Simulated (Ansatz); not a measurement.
**Trial structures of Ti2In: starts and ends**

These are results of DFT PBE, scalar-relativistic, plane waves, PAW (Ansatz), not measurements. All cells share a 420 eV cutoff and Γ-centred k meshes spaced at most about 0.3 Å⁻¹ (about 0.25 or finer for metals, 2π included). Collinear spin in cells that started with moments and kept them past the coarse steps, no spin elsewhere.

Each guess was relaxed in cell and atoms at zero pressure, within the symmetry of its start. All energies are static (0 K, no zero-point motion). Coordination counts all near atoms (those within 1.25 times the shortest distance at each site; a plus sign parts nearer from farther groups).

```tsv
guess	made from	start group	V start (Å³/atom)	end group	V end (Å³/atom)	coordination at the end	gap on mesh (eV)	largest moment (μB)	E over the lowest end (meV/atom)
1	YHg2 type	P6/mmm	16.1	P6/mmm	18.6	Ti 11, In 14	0	0.7	0
2	Sn2Ir type	Fm-3m	16.5	Fm-3m (fluorite)	22.7	Ti 4+6, In 8	0	0.7	443
3	FeSi2 type	P4/mmm	15.9	P4/mmm	20.0	Ti 1+8, In 12	0	0.8	276
4	TaCr2 type	Fd-3m	18.4	?	?	?	?	?	?
5	random cell	P6/mmm	17.7	P6/mmm	20.1	Ti 8, In 8	0	-	382
```

Guess 4 as it starts:

Space group Fd-3m:1 (No. 227). a = 7.619 Å, b = 7.619 Å, c = 7.619 Å, α = 90.00°, β = 90.00°, γ = 90.00°
| atom | site | symmetry | x | y | z |
| --- | --- | --- | --- | --- | --- |
| Ti | 16d | .-3m | 0.3750 | 0.8750 | 0.1250 |
| In | 8a | -43m | 0.2500 | 0.2500 | 0.2500 |

Task: Predict the end of this guess and its energy over the lowest end.

Result: It ends in the cubic Laves (C15) type, space group Fd-3m (No. 227), with a = 7.720 Å, 19.2 Å³/atom and no gap, with moments up to 0.2 μB. It lies 109 meV/atom over the lowest end, above guess 1 and below guess 3. Counting all near atoms, this end has Ti 6+6, In 16 and the lowest (guess 1) has Ti 11, In 14.

```yaml
crystal:
  lattice:
    - [0.00000, 3.86016, 3.86016]
    - [3.86016, 0.00000, 3.86016]
    - [3.86016, 3.86016, 0.00000]
  atoms:
    - { symbol: Ti, position: [0.62500, 0.62500, 0.12500] }
    - { symbol: Ti, position: [0.62500, 0.12500, 0.62500] }
    - { symbol: Ti, position: [0.62500, 0.62500, 0.62500] }
    - { symbol: Ti, position: [0.12500, 0.62500, 0.62500] }
    - { symbol: In, position: [0.25000, 0.25000, 0.25000] }
    - { symbol: In, position: [0.00000, 0.00000, 0.00000] }
```

Energies over the elements count from the elements' standard structures at the same level, with no fitted energy shifts.

Task: Is the lowest end bound against the elements?

Result: Too close to call: its formation energy is 0.00 eV/atom. The formation energy is too near zero to say whether this cell lies below the elements.

The magnetic state reached may not be the lowest. Cells relaxed within their symmetry can be saddle points. A lower structure may well exist outside this small set. Some structure types and database cells were kept out of the candidates from the start, so a known form may be missing.
